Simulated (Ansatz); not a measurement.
# ScGa$_{3}$: stiffness from a series of strains

```yaml
crystal:
  lattice:
    - [4.09500, 0.00000, 0.00000]
    - [0.00000, 4.09500, 0.00000]
    - [0.00000, 0.00000, 4.09500]
  atoms:
    - { symbol: Sc, position: [0.00000, 0.00000, 0.00000] }
    - { symbol: Ga, position: [0.00000, 0.50000, 0.50000] }
    - { symbol: Ga, position: [0.50000, 0.00000, 0.50000] }
    - { symbol: Ga, position: [0.50000, 0.50000, 0.00000] }
```

Atom numbers follow the list: Sc1, Ga2, Ga3, Ga4.

The cell comes from COD entry 1523115, which wasn't checked; take it as a given geometry.

All numbers below come from DFT, LDA, all-electron LAPW, scalar-relativistic in Ansatz 0.2.0.

The runs use a Γ-centred 9×9×9 k mesh, Fermi–Dirac smearing of 0.05 eV, basis error target 1 meV/atom, no spin polarisation.

The strain is applied along the Cartesian axes of the cell as listed (γ is the engineering shear, twice εxy = εyz = εzx). Fractional coordinates are held (clamped ions).

σ is the change of stress from the unstrained cell, which is at -5.44 GPa; tension is positive, so slopes are stress–strain coefficients at that pressure. In a metal the k mesh adds noise.

Only quantities that a quadratic follows smoothly over the whole series are listed; rougher ones are left out.

| γ | σxy (GPa) |
| --- | --- |
| -0.0200 | -0.73 |
| 0.0000 | 0.00 |
| 0.0100 | 0.36 |
| 0.0200 | 0.68 |

Problem. Fit the series and read off the stiffness at zero strain.

Solution. Least-squares fits y = p0 + p1 x + p2 x² to the rows give σxy (GPa): p1 = 35.3, p2 = -75. So C44 (clamped ions) = 35 GPa.

Problem. One run, at γ = -0.0100, is withheld. Predict its row.

Solution. The fits give -0.35; the run gave -0.38.
